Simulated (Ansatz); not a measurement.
MgTe:
```cif
data_MgTe
_chemical_formula_sum 'Mg1 Te1'
_space_group_name_H-M_alt 'P 1'
_space_group_IT_number 1
_cell_length_a 4.22507
_cell_length_b 4.22507
_cell_length_c 4.22507
_cell_angle_alpha 59.998
_cell_angle_beta 59.998
_cell_angle_gamma 59.998
loop_
_space_group_symop_operation_xyz
  'x, y, z'
loop_
_atom_site_label
_atom_site_type_symbol
_atom_site_fract_x
_atom_site_fract_y
_atom_site_fract_z
_atom_site_occupancy
Mg1 Mg 0.75003 0.75003 0.75003 1
Te1 Te 0.24997 0.24997 0.24997 1
```

Relaxed with PBE.

Problem. Which orbitals make up the states near the band edges in DFT-PBE in the program Ansatz with PAW potentials?

Solution. Top 1 eV of the valence band: Te 5p 96 %. Bottom 1 eV of the conduction band: Mg 3s 76 %, Te 5p 12 %, outside the projected shells 8 %. Projections are on Löwdin-orthogonalised atomic valence shells; empty p or d shells of many metals are not among them.

Problem. Tabulate the density of states.

Solution. States/eV per cell of 2 atoms, in 0.25 eV bins, energy from the valence-band maximum.

```csv
E (eV),total,Te 5p,Mg 3s,Te 5s
-7.85,0.00,0.00,0.00,0.00
-7.60,0.00,0.00,0.00,0.00
-7.35,0.00,0.00,0.00,0.00
-7.10,0.00,0.00,0.00,0.00
-6.85,0.00,0.00,0.00,0.00
-6.60,0.00,0.00,0.00,0.00
-6.35,0.00,0.00,0.00,0.00
-6.10,0.00,0.00,0.00,0.00
-5.85,0.00,0.00,0.00,0.00
-5.60,0.00,0.00,0.00,0.00
-5.35,0.00,0.00,0.00,0.00
-5.10,0.00,0.00,0.00,0.00
-4.85,0.00,0.00,0.00,0.00
-4.60,0.32,0.22,0.09,0.00
-4.35,0.67,0.48,0.18,0.01
-4.10,1.03,0.74,0.25,0.03
-3.85,2.55,2.03,0.42,0.07
-3.60,1.50,1.20,0.22,0.06
-3.35,0.53,0.39,0.09,0.04
-3.10,0.77,0.62,0.10,0.04
-2.85,0.95,0.82,0.08,0.03
-2.60,1.06,0.92,0.08,0.03
-2.35,1.14,1.00,0.08,0.02
-2.10,1.32,1.17,0.08,0.02
-1.85,1.70,1.54,0.08,0.02
-1.60,1.85,1.70,0.06,0.01
-1.35,1.78,1.65,0.04,0.01
-1.10,1.78,1.68,0.02,0.01
-0.85,1.77,1.69,0.01,0.00
-0.60,1.71,1.65,0.00,0.00
-0.35,1.08,1.05,0.00,0.00
-0.10,0.49,0.48,0.00,0.00
0.15,0.00,0.00,0.00,0.00
0.40,0.00,0.00,0.00,0.00
0.65,0.04,0.00,0.03,0.00
0.90,0.10,0.01,0.08,0.00
1.15,0.16,0.02,0.12,0.01
1.40,0.22,0.03,0.16,0.01
1.65,0.30,0.05,0.19,0.01
1.90,0.38,0.07,0.23,0.01
2.15,0.46,0.09,0.26,0.01
2.40,0.57,0.11,0.30,0.01
2.65,0.73,0.14,0.36,0.02
2.90,1.05,0.22,0.49,0.02
3.15,1.15,0.22,0.47,0.03
3.40,1.32,0.16,0.36,0.05
3.65,1.39,0.16,0.37,0.07
3.90,0.61,0.05,0.11,0.02
4.15,0.81,0.04,0.06,0.01
4.40,1.07,0.04,0.05,0.00
4.65,2.12,0.08,0.10,0.01
4.90,2.01,0.07,0.08,0.01
5.15,1.55,0.05,0.05,0.00
```

Space group Fm-3m (rock salt). The cell is a constructed one: a structure type filled with these elements; the Crystallography Open Database copy checked does not list it. COD files the formula under space group No. 186, so this cell is another polymorph or a model. Its standing as an ambient phase is unchecked. Symmetry was held in the PBE relaxation; its stability against distortions is not shown here. Scalar-relativistic: spin–orbit coupling is off unless named, which matters more the heavier the elements.

Potentials: the later of the program's two PAW sets.
